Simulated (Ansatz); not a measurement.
Data:

CoW (rock salt, Fm-3m), a = 4.820 Å, b = 4.820 Å, c = 4.820 Å, α = 90.00°, β = 90.00°, γ = 90.00°; the cell used has 2 atoms.

This is the PBEsol-relaxed structure.

Task: All from DFT-PBEsol in the program Ansatz with PAW potentials, unless another level is named. Estimate the formation energy from the elements (no fitted shifts).

Result: 0.85 eV/atom.

Task: Give the density of states at the Fermi level.

Result: 1.5 states/eV per atom (mean over ±0.08 eV).

The start of the workflow was typed in or built on a structure type; neither database checked (COD, Materials Project) lists it. Its standing as an ambient phase is unchecked. The PBEsol relaxation kept the symmetry of its start. At this level the phase is mechanically unstable. The workflow began spin-polarised and lost its moments. Its formation energy is positive at this level, so the cell may be metastable or incomplete. The references are the lowest solids computed at this level, not always the standard phases. Scalar-relativistic: spin–orbit coupling is off unless named, which matters more the heavier the elements.

Potentials: the earlier of the program's two PAW sets. The files were generated under PBE; for other functionals the program regenerates the frozen cores, and for LDA and PBEsol the local potential too.
